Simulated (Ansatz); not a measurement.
Te:
```cif
data_Te4
_chemical_formula_sum 'Te4'
_space_group_name_H-M_alt 'P 1'
_space_group_IT_number 1
_cell_length_a 9.10860
_cell_length_b 3.18065
_cell_length_c 4.52233
_cell_angle_alpha 90.000
_cell_angle_beta 90.000
_cell_angle_gamma 90.000
loop_
_space_group_symop_operation_xyz
  'x, y, z'
loop_
_atom_site_label
_atom_site_type_symbol
_atom_site_fract_x
_atom_site_fract_y
_atom_site_fract_z
_atom_site_occupancy
Te1 Te 0.75000 0.50000 0.54428 1
Te2 Te 0.25000 0.50000 0.45572 1
Te3 Te 0.00000 0.50000 0.00000 1
Te4 Te 0.50000 0.50000 0.00000 1
```

Relaxed with r²SCAN.

### Question
Tabulate the valence density and the electron localisation function along the shortest Te–Te contact (3.07 Å), r²SCAN (plane waves, PAW; program Ansatz).

### Answer


```tsv
distance from Te (Å)	density (e/Å³)	ELF
0.31	12.24	0.01
0.46	7.56	0.07
0.61	3.63	0.24
0.77	1.44	0.41
0.92	0.73	0.50
1.07	0.52	0.56
1.23	0.39	0.61
1.38	0.31	0.58
1.54	0.28	0.53
1.69	0.30	0.54
1.84	0.37	0.54
2.00	0.50	0.51
2.15	0.71	0.47
2.30	1.42	0.41
2.46	3.62	0.25
2.61	7.55	0.08
2.76	12.23	0.02
```

The density is the valence pseudo-density with augmentation charge, so density and ELF within about 1 Å of a nucleus are not all-electron values.

Space group Pmma. The workflow started from a Materials Project entry (that database holds measured and hypothetical structures alike); the Crystallography Open Database copy checked does not list it. It is not the phase usual at ambient conditions (space group No. 152). The r²SCAN relaxation kept the symmetry of its start; its stability against distortions is not shown here. Spin–orbit coupling is left out wherever it is not named.

Potentials: the later of the program's two PAW sets.
